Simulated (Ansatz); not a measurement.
Relaxed BN (zinc blende):

```
BN
1.0
    0.00000     1.81236     1.81236
    1.81236     0.00000     1.81236
    1.81236     1.81236     0.00000
N B
1 1
Direct
  0.75000   0.75000   0.75000
  0.00000   0.00000   0.00000
```

In this cell atom 1 (N, nearest neighbour B at 1.570 Å; its periodic images, 2.6 Å or more away, move with it) is moved by s along Cartesian z, unit vector (0.000, 0.000, 1.000); all other atoms and the cell stay fixed.

Level of theory: PBE (plane waves to 420 eV, PAW, scalar-relativistic; Ansatz, a first-principles code). k mesh 13×13×13 (Γ-centred), Fermi-Dirac smearing 0.05 eV. The energy includes the smearing's −TS. BN was relaxed with its symmetry unable to fall. The zero of ΔE is the undisplaced structure.

```
s (Å)   ΔE (meV/cell)
------  -------------
-0.310           1021
-0.248            680
-0.186       withheld
-0.124            179
-0.062             45
0.000               0
0.062              45
0.124             179
0.186        withheld
0.248             680
0.310            1021
```

Question: Fit an even polynomial form (powers 2, 4) to the given rows and predict ΔE at s = 0.186.

Answer: Least squares on the 9 given rows: ΔE = (11830)·s² + (-12500)·s⁴, in meV/cell with s in Å; root-mean-square residual 0.3 meV/cell. At 0.186 the fit gives 394 meV/cell; the calculation gives 394 meV/cell, the same to the digits shown. The quadratic term alone would give 409 meV/cell.

(For displaced atoms, the force is minus the slope of the energy, and its curvature is a force constant, which sets phonon frequencies.)
